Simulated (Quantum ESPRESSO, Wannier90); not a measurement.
## SnO2 (rutile), plane waves to Wannier functions

```
begin unit_cell_cart
ang
    4.7648200000    0.0000000000    0.0000000000
    0.0000000000    4.7648200000    0.0000000000
    0.0000000000    0.0000000000    3.2075000000
end unit_cell_cart
begin atoms_frac
Sn   0.5000000000  0.5000000000  0.5000000000
Sn   0.0000000000  0.0000000000  0.0000000000
O    0.1940300000 -0.1940300000  0.5000000000
O   -0.1940300000  0.1940300000  0.5000000000
O   -0.3059700000 -0.3059700000  0.0000000000
O    0.3059700000  0.3059700000  0.0000000000
end atoms_frac
```

Materials Project entry mp-856; symmetrised, unrelaxed at this level. COD (Crystallography Open Database) has an entry of this formula and space group (matched by these alone). Computed values, not measurements, from PBEsol: Quantum ESPRESSO (norm-conserving PseudoDojo potentials, cutoff 68 Ry, no spin polarisation, no spin-orbit coupling) on a Γ-centred 6×6×10 mesh, then Wannier90. Density: 6×6×10 mesh, cold smearing 0.01 Ry. Spin-orbit coupling is left out although heavy elements are present.

Bands 15-26 form an isolated set from -8.20 to 0.00 eV relative to the valence-band maximum (on the path) and are turned into 12 Wannier functions by minimising the spread from the start: atomic waves O 2p.

Task: Where do the functions sit, how wide are they and what are they made of?

Result: 
| functions | spread (Å²) | nearest atom, distance (Å) | second atom, distance (Å) | weight on atomic waves |
|---|---|---|---|---|
| 4 | 1.25 | O 0.13 | Sn 1.99 | O 2p 79 %, Sn 5p 8 %, Sn 5s 8 % |
| 8 | 1.13 | O 0.03 | Sn 2.03 | O 2p 85 %, Sn 5p 7 % |

Ω_I = 13.70 Å², Ω_total = 14.02 Å²; the interpolated bands follow pw.x to 1.3 meV rms on the path. Only this start was tried; a symmetric start can stop on a saddle, and mixtures of these functions could lower the total by at most Ω_total − Ω_I.
